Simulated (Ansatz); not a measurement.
GaN:
```yaml
crystal:
  lattice:
    - [-1.42434, 1.42434, 2.46570]
    - [1.42434, -1.42434, 2.46570]
    - [1.42434, 1.42434, -2.46570]
  atoms:
    - { symbol: Ga, position: [0.75622, 0.75622, 0.00000] }
    - { symbol: N, position: [0.35878, 0.35878, 0.00000] }
```

Relaxed with HSE06.

Give the Bader charges and basin volumes of the independent atoms, DFT-HSE06 in the program Ansatz with PAW potentials.



```json
[
 {"atom": "Ga1", "Bader charge (e)": "+1.73", "Bader volume (Å³)": "8.0"},
 {"atom": "N2", "Bader charge (e)": "-1.73", "Bader volume (Å³)": "12.0"}
]
```

Space group I4mm. The first step of the workflow began from a Materials Project structure, measured or hypothetical; the Crystallography Open Database copy checked does not list it. It is not the phase usual at ambient conditions (space group No. 186, 216). The cell was relaxed with HSE06 under the symmetry of its start; its stability against distortions is not shown here.

Potentials: the later of the program's two PAW sets.
